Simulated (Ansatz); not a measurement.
# Review of an SCF result for EuAgBi

EuAgBi is taken as an experimental structure (space group P6_3/mmc), 6 atoms in the cell. Source: COD entry 7209318; the sample's temperature and pressure aren't taken into account, and it need not be the stable phase.

Computed with Ansatz, DFT, PBEsol, PAW, plane waves, scalar-relativistic.

```yaml
crystal:
  lattice:
    - [4.87700178, 0.0, 0.0]
    - [-2.43850089, 4.22360743, 0.0]
    - [0.0, 0.0, 8.139]
  atoms:
    - { symbol: Bi, position: [0.33333333, 0.66666667, 0.25] }
    - { symbol: Bi, position: [0.66666667, 0.33333333, 0.75] }
    - { symbol: Ag, position: [0.33333333, 0.66666667, 0.75] }
    - { symbol: Ag, position: [0.66666667, 0.33333333, 0.25] }
    - { symbol: Eu, position: [0.0, 0.0, 0.0], spin: 7.0 }
    - { symbol: Eu, position: [0.0, 0.0, 0.5], spin: -7.0 }
magnetization:
  spin_polarized: true
hamiltonian:
  xc: pbesol
  pseudopotentials: { kind: paw }
basis:
  ecutwfc: 420
kpoints:
  mp_grid: { grid: [6, 6, 3] }
scf:
  occupations: { method: fermi_dirac, width: 0.1 }
  lower_state_search: "off"
output:
  forces: true
  stress: true
```

Wall time and machine: 24 s on 2 threads of Intel(R) Xeon(R) Platinum 8259CL CPU @ 2.50GHz, on a shared host, peak memory 0.77 GiB.

The end of the output:

```
SCF converged after 21 iterations
Magnetization: -0.0000 μB (51.0000 up, 51.0000 down)
Absolute magnetization: 14.0738 μB (∫|ρ↑−ρ↓|, with the PAW one-centre terms)
Spin contamination: 6.8025 ħ² per cell (⟨S²⟩ above its minimum at these occupations)
Per-site moments (μB) at R_I (Å): [(2.0956e-8, 1.1614), (2.0956e-8, 1.1614), (1.5465e-8, 1.1614), (1.5465e-8, 1.1614), (6.8285, 1.4330), (-6.8285, 1.4330)]
Free energy (F): -56860.979385 eV
Harris-Foulkes:  -56860.979385 eV  (|F-HF|=1.53e-8)
Internal energy: -56860.830359 eV  (E = F + TS)
E sigma→0 (E₀):  -56860.904872 eV
Entropy (-TS):   -0.149026 eV (-24.838 meV/atom)
Fermi energy:    12.520219 eV
--- Forces (eV/Å), atoms counted from 1 ---
  atom   1  Bi     0.00000000    -0.00000000    -0.00000018
  atom   2  Bi     0.00000000     0.00000000     0.00000018
  atom   3  Ag    -0.00000000    -0.00000000    -0.00000016
  atom   4  Ag     0.00000000     0.00000000     0.00000016
  atom   5  Eu    -0.00000000     0.00000000     0.00000000
  atom   6  Eu    -0.00000000    -0.00000000     0.00000000
--- Stress (GPa, compression-positive) ---
       -1.323149      -0.000000      -0.000000
        0.000000      -1.323149      -0.000000
       -0.000000      -0.000000      -1.744325
  P = ⅓ Tr σ = -1.4635 GPa (-14.635 kbar)
```

The mesh is too coarse to rank close states of a metal with certainty: differences of some tens of meV/atom may change, at times in sign.

Spin–orbit coupling is left out, so orbital moments of the f shell are missing. A semilocal functional without U tends to delocalise d and f electrons.

Site moments are taken inside atomic spheres and don't add up to the total.

Q: Has the SCF ended in the lowest solution? If not, by how much is it too high?

A: No, on this mesh. A state 3.7 meV/atom (0.022 eV per cell) lower exists in this cell: ferromagnetic, site moments Eu5 6.84, Eu6 6.84 μB, total 13.92 μB per cell, no gap on the k-mesh. It was reached from: parallel moments, default search for lower states [Eu5 7.00, Eu6 7.00 μB]; the moments in brackets, standard search for lower states [Eu5 7.00, Eu6 7.00 μB]. States within about 5 meV/atom are too close for this mesh, smearing and search to settle their order. “Lowest” means lowest among the runs made in this cell.
